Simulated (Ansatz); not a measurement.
Problem. VBiO4 in space group I4_1/a (No. 88; Bi on 4a, V on 4b, O on 16f) is relaxed with the program Ansatz at the r²SCAN level (PAW). What lattice parameters of the conventional cell result?

Solution. a = 5.121 Å, c = 11.621 Å.

Problem. Give the free coordinates with the occupied sites.

Solution. In one choice of origin and axes:

| atom | site | symmetry | x | y | z |
|---|---|---|---|---|---|
| Bi | 4a | -4.. | 0.0000 | 0.0000 | 0.0000 |
| V | 4b | -4.. | 0.0000 | 0.0000 | 0.5000 |
| O | 16f | 1 | 0.2510 | 0.3609 | 0.0787 |

Problem. Is it a metal or does it have a gap at this level?

Solution. A gap of 2.42 eV, indirect.

Symmetry was held in the r²SCAN relaxation. The workflow began spin-polarised and lost its moments. No Hubbard U is applied. Spin–orbit coupling is left out wherever it is not named.

Potentials: the later of the program's two PAW sets.
